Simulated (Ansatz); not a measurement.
This cell of Mg$_{3}$Sb$_{2}$ (A-La2O3 type, space group P-3m1) is off equilibrium:

```yaml
crystal:
  lattice:
    - [4.41583, 0.00000, 0.00000]
    - [-2.20792, 3.82422, 0.00000]
    - [0.00000, 0.00000, 7.00727]
  atoms:
    - { symbol: Sb, position: [0.33333, 0.66667, 0.22380] }
    - { symbol: Sb, position: [0.66667, 0.33333, 0.77620] }
    - { symbol: Mg, position: [0.00000, 0.00000, 0.00000] }
    - { symbol: Mg, position: [0.33333, 0.66667, 0.63197] }
    - { symbol: Mg, position: [0.66667, 0.33333, 0.36803] }
```

Level of theory: r2SCAN (plane waves to 500 eV, PAW, scalar-relativistic; Ansatz, a program for electronic structure). k mesh 12×12×7 (Γ-centred), Fermi-Dirac smearing 0.05 eV. The energy includes the smearing's −TS. Compression counts positive. Mg3Sb2 was relaxed with its symmetry unable to fall. Spin-orbit coupling is left out, though Sb is heavy.

Problem. What is the stress tensor (GPa)?

Solution. 
```
    5.9      0.0      0.0
    0.0      5.9      0.0
    0.0      0.0      5.4
```
The pressure, a third of the trace, is 5.7 GPa.

Problem. It is the relaxed cell scaled evenly to V/V₀ = 0.904, atoms relaxed where free. What is its energy relative to the relaxed cell?

Solution. 41.3 meV/atom.

(Under strain, the slope of the energy per volume gives the stress and its curvature an elastic modulus.)
